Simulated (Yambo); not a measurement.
G0W0@LDA for NaGaS$_{2}$O$_{8}$ (space group C2/m, No. 12) in Yambo. Reference settings: 2×2×2 Γ-centred k mesh, bands 2 to 231 and a 7 Ry block in the screening, 231 bands in G with the Bruneval-Gonze terminator, plasmon pole fitted at 27.2 eV. The LDA gap (-0.5, -0.5, 0) → Γ on this mesh is 4.07 eV; G0W0 gaps are taken between the same points.

With and without the terminator, as bands are cut:

```json
[
 {"bands in G (in W)": "69 (69)", "gap, terminator (eV)": "7.631", "gap, none (eV)": "7.656", "valence shift, terminator (eV)": "-1.332", "valence shift, none (eV)": "-0.944"},
 {"bands in G (in W)": "98 (98)", "gap, terminator (eV)": "7.254", "gap, none (eV)": "7.248", "valence shift, terminator (eV)": "-1.291", "valence shift, none (eV)": "-0.916"},
 {"bands in G (in W)": "136 (136)", "gap, terminator (eV)": "7.098", "gap, none (eV)": "7.064", "valence shift, terminator (eV)": "-1.335", "valence shift, none (eV)": "-0.997"},
 {"bands in G (in W)": "183 (183)", "gap, terminator (eV)": "7.025", "gap, none (eV)": "6.993", "valence shift, terminator (eV)": "-1.382", "valence shift, none (eV)": "-1.106"},
 {"bands in G (in W)": "231 (231)", "gap, terminator (eV)": "6.982", "gap, none (eV)": "6.955", "valence shift, terminator (eV)": "-1.413", "valence shift, none (eV)": "-1.189"}
]
```

Over this range the gap spans 0.649 eV with the terminator and 0.701 eV without, the valence shift 0.122 eV and 0.273 eV. Neither column has reached its limit for certain.

The standard potential for Ga keeps a d shell in the valence without the s and p states of that shell. In tests on such compounds this moved G0W0 gaps by up to about 0.9 eV, so absolute quasiparticle energies here are unreliable; differences between settings are what counts.

Spin-orbit coupling is not included.

Geometry of the Materials Project entry, not relaxed at this level; primitive cell a = b = 4.760 Å, c = 7.298 Å, α = β = 92.38°, γ = 65.73°.

The structure is a Materials Project entry; no match was found in the copy of COD used, and its stability was not checked.

A shift is the quasiparticle energy of the state minus its LDA energy.
